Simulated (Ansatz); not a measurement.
Re:
```cif
data_Re2
_chemical_formula_sum 'Re2'
_space_group_name_H-M_alt 'P 1'
_space_group_IT_number 1
_cell_length_a 2.75099
_cell_length_b 2.75099
_cell_length_c 4.44162
_cell_angle_alpha 90.000
_cell_angle_beta 90.000
_cell_angle_gamma 120.000
loop_
_space_group_symop_operation_xyz
  'x, y, z'
loop_
_atom_site_label
_atom_site_type_symbol
_atom_site_fract_x
_atom_site_fract_y
_atom_site_fract_z
_atom_site_occupancy
Re1 Re 0.33333 0.66667 0.75000 1
Re2 Re 0.66667 0.33333 0.25000 1
```

Relaxed with PBEsol.

**Question.** Which orbitals make up the states near the Fermi level in plane-wave PAW PBEsol (Ansatz code)?

**Answer.** Within 0.5 eV of the Fermi level: Re 5d 88 %, outside the projected shells 7 %. Projections are on Löwdin-orthogonalised atomic valence shells; empty p or d shells of many metals are not among them.

**Question.** Tabulate the density of states.

**Answer.** States/eV per cell of 2 atoms, in 0.25 eV bins, energy from the Fermi level.

```
E (eV)  total  Re 5d  Re 6s  Re 5p
------  -----  -----  -----  -----
-7.85    0.21   0.02   0.18   0.01
-7.60    0.24   0.02   0.20   0.01
-7.35    0.28   0.04   0.23   0.01
-7.10    0.34   0.06   0.26   0.01
-6.85    0.43   0.11   0.30   0.01
-6.60    1.02   0.55   0.43   0.02
-6.35    1.44   0.91   0.49   0.02
-6.10    1.47   1.00   0.44   0.02
-5.85    1.76   1.32   0.40   0.02
-5.60    1.83   1.45   0.34   0.02
-5.35    2.08   1.75   0.29   0.02
-5.10    1.93   1.69   0.21   0.02
-4.85    1.60   1.41   0.16   0.02
-4.60    1.31   1.16   0.12   0.02
-4.35    1.99   1.77   0.17   0.03
-4.10    2.00   1.85   0.10   0.03
-3.85    1.63   1.53   0.06   0.02
-3.60    2.34   2.17   0.09   0.03
-3.35    2.50   2.30   0.12   0.03
-3.10    2.12   1.94   0.11   0.03
-2.85    1.04   0.93   0.07   0.01
-2.60    0.94   0.84   0.06   0.01
-2.35    2.48   2.30   0.10   0.02
-2.10    2.93   2.70   0.14   0.03
-1.85    2.58   2.36   0.13   0.02
-1.60    2.33   2.13   0.12   0.02
-1.35    2.49   2.26   0.14   0.02
-1.10    2.61   2.36   0.14   0.02
-0.85    2.97   2.66   0.16   0.02
-0.60    2.61   2.30   0.15   0.02
-0.35    2.08   1.84   0.11   0.01
-0.10    1.73   1.52   0.09   0.01
0.15     1.47   1.28   0.07   0.01
0.40     1.36   1.19   0.06   0.00
0.65     1.25   1.12   0.05   0.00
0.90     1.23   1.11   0.04   0.00
1.15     1.15   1.05   0.03   0.00
1.40     1.10   1.02   0.02   0.00
1.65     1.08   1.02   0.02   0.00
1.90     1.08   1.03   0.03   0.00
2.15     1.12   1.06   0.03   0.00
2.40     1.32   1.26   0.04   0.00
2.65     1.39   1.31   0.05   0.00
2.90     1.79   1.68   0.07   0.00
3.15     1.88   1.76   0.07   0.00
3.40     2.10   1.97   0.08   0.00
3.65     2.53   2.39   0.09   0.00
3.90     2.85   2.69   0.11   0.00
4.15     2.51   2.34   0.11   0.00
4.40     1.91   1.74   0.11   0.00
4.65     0.84   0.66   0.12   0.00
```

Space group P6_3/mmc (hcp (Mg type)). The PBEsol relaxation kept the symmetry of its start. No spin polarisation was allowed. Spin–orbit coupling is left out wherever it is not named.

Potentials: the later of the program's two PAW sets.
